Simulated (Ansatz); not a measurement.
Cs₂AgBiBr₆ (double-perovskite type, space group Fm-3m)

```cif
data_Ag4Bi4Br24Cs8
_chemical_formula_sum 'Cs8 Ag4 Bi4 Br24'
_space_group_name_H-M_alt 'Fm-3m'
_space_group_IT_number 225
_space_group_name_Hall '-F 4 2 3'
_cell_length_a 11.47696
_cell_length_b 11.47696
_cell_length_c 11.47696
_cell_angle_alpha 90.000
_cell_angle_beta 90.000
_cell_angle_gamma 90.000
loop_
_atom_site_label
_atom_site_type_symbol
_atom_site_symmetry_multiplicity
_atom_site_Wyckoff_symbol
_atom_site_fract_x
_atom_site_fract_y
_atom_site_fract_z
_atom_site_occupancy
Cs1 Cs 8 c 0.25000 0.25000 0.25000 1
Ag1 Ag 4 b 0.50000 0.50000 0.50000 1
Bi1 Bi 4 a 0.00000 0.00000 0.00000 1
Br1 Br 24 e 0.00000 0.00000 0.25137 1
```
(The calculation used a cell of 10 atoms; values per cell refer to that cell.)

This relaxed cell (volume V₀) is scaled evenly in all directions, its shape held. The atoms relax within the cell's symmetry.

Calculation: PBE (plane waves to 420 eV, PAW, scalar-relativistic; Ansatz, a quantum-chemistry and plane-wave program). k mesh 5×5×5 (Γ-centred), Fermi-Dirac smearing 0.05 eV. The energy includes the smearing's −TS. Cs2AgBiBr6 was relaxed with its symmetry unable to fall. Spin-orbit coupling is left out, though Bi is heavy. ΔE is measured from the relaxed starting cell.

```json
[
 {"V (Å³/atom)": "35.526", "ΔE (meV/atom)": "10.1"},
 {"V (Å³/atom)": "35.904", "ΔE (meV/atom)": "6.8"},
 {"V (Å³/atom)": "36.282", "ΔE (meV/atom)": "4.3"},
 {"V (Å³/atom)": "36.660", "ΔE (meV/atom)": "2.4"},
 {"V (Å³/atom)": "37.038", "ΔE (meV/atom)": "1.0"},
 {"V (Å³/atom)": "37.416", "ΔE (meV/atom)": "0.3"},
 {"V (Å³/atom)": "37.794", "ΔE (meV/atom)": "0.0"},
 {"V (Å³/atom)": "38.172", "ΔE (meV/atom)": "0.2"},
 {"V (Å³/atom)": "38.550", "ΔE (meV/atom)": "0.9"},
 {"V (Å³/atom)": "38.928", "ΔE (meV/atom)": "2.0"},
 {"V (Å³/atom)": "39.306", "ΔE (meV/atom)": "3.5"},
 {"V (Å³/atom)": "39.684", "ΔE (meV/atom)": "5.4"},
 {"V (Å³/atom)": "40.061", "ΔE (meV/atom)": "7.6"}
]
```

**Question.** What is the fitted pressure derivative B₀′?

**Answer.** 5.9.

**Question.** What bulk modulus B₀ follows from a third-order Birch-Murnaghan fit?

**Answer.** 20.5 GPa.

(Under strain, the slope of the energy per volume gives the stress and its curvature an elastic modulus.)
